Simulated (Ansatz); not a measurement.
Phonons of BaTiO3 (cubic perovskite) at Γ, X = (0.5, 0.0, 0.0), M = (0.5, 0.5, 0.0), R = (0.5, 0.5, 0.5).

BaTiO₃ (cubic perovskite)

```xyz
5
Lattice="4.0192 0.0000 0.0000 0.0000 4.0192 0.0000 0.0000 0.0000 4.0192" Properties=species:S:1:pos:R:3 pbc="T T T"
Ba     0.0000     0.0000     0.0000
Ti     2.0096     2.0096     2.0096
O      0.0000     2.0096     2.0096
O      2.0096     2.0096     0.0000
O      2.0096     0.0000     2.0096
```

These are PBE (plane waves to 420 eV, PAW, scalar-relativistic; Ansatz, a first-principles code) values and carry that method's errors. DFPT wavenumbers on a 6×6×6 k mesh, in cm⁻¹; i marks imaginary ones, q is in fractions of the reciprocal vectors of the cell shown, and the three acoustic modes at Γ are left out. The non-analytic (LO-TO) term is not included, so polar modes at Γ have their transverse values. The program warned that its band solver left a few bands short of their tolerance. BaTiO3 is run without spin polarisation. BaTiO3 was relaxed with its symmetry unable to fall. This is a high-temperature form of BaTiO3.

```csv
q,wavenumbers (cm⁻¹)
Γ,"246i (×3), 164 (×3), 279 (×3), 454 (×3)"
"X = (0.5, 0.0, 0.0)","217i (×2), 103 (×2), 145, 190 (×2), 261, 317, 328 (×2), 420 (×2), 511, 625"
"M = (0.5, 0.5, 0.0)","193i, 102, 102 (×2), 197, 270 (×2), 331, 340 (×2), 349, 429 (×2), 458, 682"
"R = (0.5, 0.5, 0.5)","127 (×3), 175 (×3), 310 (×2), 381 (×3), 416 (×3), 717"
```

The structure is unstable at this level: the lowest mode is 246i cm⁻¹ at Γ.

Highest mode: 717 cm⁻¹ at R = (0.5, 0.5, 0.5).
